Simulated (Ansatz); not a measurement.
Data:

LaC:
```cif
data_C4La4
_chemical_formula_sum 'La4 C4'
_space_group_name_H-M_alt 'Fm-3m'
_space_group_IT_number 225
_space_group_name_Hall '-F 4 2 3'
_cell_length_a 5.43990
_cell_length_b 5.43990
_cell_length_c 5.43990
_cell_angle_alpha 90.000
_cell_angle_beta 90.000
_cell_angle_gamma 90.000
loop_
_atom_site_label
_atom_site_type_symbol
_atom_site_symmetry_multiplicity
_atom_site_Wyckoff_symbol
_atom_site_fract_x
_atom_site_fract_y
_atom_site_fract_z
_atom_site_occupancy
La1 La 4 a 0.00000 0.00000 0.00000 1
C1 C 4 b 0.50000 0.50000 0.50000 1
```
(The calculation used a cell of 2 atoms; values per cell refer to that cell.)

This is the r²SCAN-relaxed structure.

### Question
All from the program Ansatz at the r²SCAN level (PAW), unless another level is named. Give the electronic character.

### Answer
metallic (no gap).

### Question
Predict the formation energy from the elements (no fitted shifts).

### Answer
0.28 eV/atom.

### Question
What about the density of states at the Fermi level?

### Answer
1.9 states/eV per atom (mean over ±0.08 eV).

### Question
Next, the gap with spin–orbit coupling?

### Answer
none (metallic).

The start of the workflow was typed in or built on a structure type; neither database checked (COD, Materials Project) lists it. Whether it is the stable phase at ambient conditions was not checked. Symmetry was held in the r²SCAN relaxation. At this level the phase is mechanically unstable. Its formation energy is positive at this level, so the cell may be metastable or incomplete. The references are the lowest solids computed at this level, not always the standard phases. Spin–orbit coupling is left out wherever it is not named.

Potentials: the later of the program's two PAW sets.
